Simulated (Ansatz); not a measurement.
**B2Pb: reading a single point**

```
Pb B
1.0
     1.71570    2.97168    0.00000
    -1.71570    2.97168    0.00000
     0.00000    0.00000    8.84830
Pb B
2 4
Cartesian
  -0.0002 1.9812 2.2121
  -0.0002 3.9621 6.6362
  -0.0002 1.9812 4.8489
  -0.0002 3.9621 0.4247
  -0.0002 1.9812 8.4236
  0.0000 3.9624 3.9994
```

Level: PBE, no spin polarisation; 420 eV; 9×9×3 Γ-centred mesh; methfessel-paxton occupations (width 0.0156 eV); Ansatz 0.2.0, fixed geometry.

Question: How is the charge shared?

Answer: Bader charges in e: B -0.28, Pb +0.57. In the mean Pb gives up most and B takes most, against the order of Pauling's electronegativities.

Question: Where is the largest force?

Answer: The largest is on B5 (and as large on other atoms): 2.90 eV/Å, components (0.00, 0.00, 2.90). It makes 67° with the line to a nearest neighbour, B4 at 2.16 Å.

Question: Is there a gap?

Answer: It is a metal, with about 2.7 states/eV a cell as the mean within 0.25 eV of the Fermi level, mostly B p (60 %) and Pb p (21 %).

Question: Describe some of the short contacts.

Answer: B–B at 2.16 Å: least valence density 0.46 e/Å³ and ELF 0.88 there. Pb–B at 2.64 Å: least valence density 0.26 e/Å³ and ELF 0.23 there. Both are smooth PAW fields, read partly inside the augmentation spheres.

Origin: a known structure type with other elements, at an estimated volume, so it need not be a known compound. Caveats: atoms or cell far from equilibrium.
